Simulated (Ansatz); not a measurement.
Problem. MoIr (rock salt, Fm-3m) is relaxed with the program Ansatz at the PBE level (PAW). What lattice parameters of the conventional cell result?

Solution. a = 5.176 Å.

The start of the workflow was typed in or built on a structure type; neither database checked (COD, Materials Project) lists it. COD files the formula under space group No. 51, so this cell is another polymorph or a model. Its standing as an ambient phase is unchecked. The PBE relaxation kept the symmetry of its start; whether a distortion lowers the energy is not shown. No spin polarisation was allowed. The volume moved by 17 % from the start of the relaxation. Its formation energy is positive at this level, so the cell may be metastable or incomplete. Scalar-relativistic: spin–orbit coupling is off unless named, which matters more the heavier the elements.

Potentials: the earlier of the program's two PAW sets.
